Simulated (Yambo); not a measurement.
A G0W0@PBEsol run in Yambo for CsSrF3 (cubic perovskite, space group Pm-3m, No. 221) (2×2×2 Γ-centred k mesh, 154 bands and a 7 Ry block in the screening, 154 bands in G with the Bruneval-Gonze terminator, plasmon pole fitted at 27.2 eV) gives these matrix elements, in eV, at the band edges (Γ → Γ):

```json
[
 {"state": "valence edge", "E0": "0.000", "<Vxc>": "-22.220", "<Σx>": "-29.874", "<Σc(E0)>": "4.880", "Z": "0.806"},
 {"state": "conduction edge", "E0": "6.265", "<Vxc>": "-8.021", "<Σx>": "-3.803", "<Σc(E0)>": "-3.041", "Z": "0.890"}
]
```

Solve the linearised quasiparticle equation for both states, give the gap, and say how exchange and correlation each act on it.

E = E0 + Z(Σx + Σc − Vxc). Valence: 0.000 + 0.806 × (-29.874 + (4.880) − (-22.220)) = -2.23 eV. Conduction: 6.265 + 0.890 × (-3.803 + (-3.041) − (-8.021)) = 7.31 eV. The gap is 9.55 eV, against 6.26 eV in PBEsol. Replacing Vxc by bare exchange alone would open it by 11.87 eV; correlation takes back 7.92 eV of that, and Z scales what is left. Nearest settings tried, and what they do to the gap: 100 bands in G: +7 meV; 100 bands in W, 100 bands in G: +59 meV; 6 Ry block (203 vectors against 257): +4 meV. Not varied: mesh. So the settings aren't converged at that level. The k mesh is coarse. The cell is held in this high symmetry; tilts and polar distortions were not searched.

Geometry of the Materials Project entry, not relaxed at this level; primitive cell a = b = c = 4.7633 Å, α = β = γ = 90.00°.

The structure is a Materials Project entry; no match was found in the copy of COD used, and its stability was not checked.
